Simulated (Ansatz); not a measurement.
A geometry of Ti away from equilibrium: the start of the relaxation of a generated trial cell of Ti in the AFLOW prototype A_tP4_129_ac (A_d). Level of theory: r2SCAN (plane waves to 500 eV, PAW, scalar-relativistic; Ansatz, a first-principles code). Γ-centred k-mesh 7×7×10 on the run's cell (coarser than for final values), Fermi–Dirac smearing 0.05 eV.

```xyz
4
Lattice="4.6733 0.0000 0.0000 0.0000 4.6733 0.0000 0.0000 0.0000 3.2332" Properties=species:S:1:pos:R:3:forces:R:3 pbc="T T T" free_energy=-10016.337 pressure_GPa=-3.5
Ti     0.0000     0.0000     0.0000    0.0000    0.0000    0.0000
Ti     2.3366     2.3366     0.0000    0.0000    0.0000    0.0000
Ti     2.3366     0.0000     1.2125    0.0000    0.0000    1.4450
Ti     0.0000     2.3366     2.0208    0.0000    0.0000   -1.4450
```

Positions in Å, forces in eV/Å, free energy of the cell in eV (comparable only within this code, potentials and settings). Largest force: 1.44 eV/Å, on Ti3, Ti4 (atoms numbered as listed); the geometry lies 0.17 eV/atom above the end of its relaxation.

No spin polarisation in the result.

The run could not lower the symmetry of its start; a shaken copy of this end point relaxes with r2SCAN to P6₃/mmc (No. 194), 0.12 eV/atom lower.

The end of the path is a generated cell of Ti: the first start was made by placing the elements on the sites of a structure type, and the end was not matched to a known phase here, so it may be hypothetical. Known forms of Ti include space group No. 194.
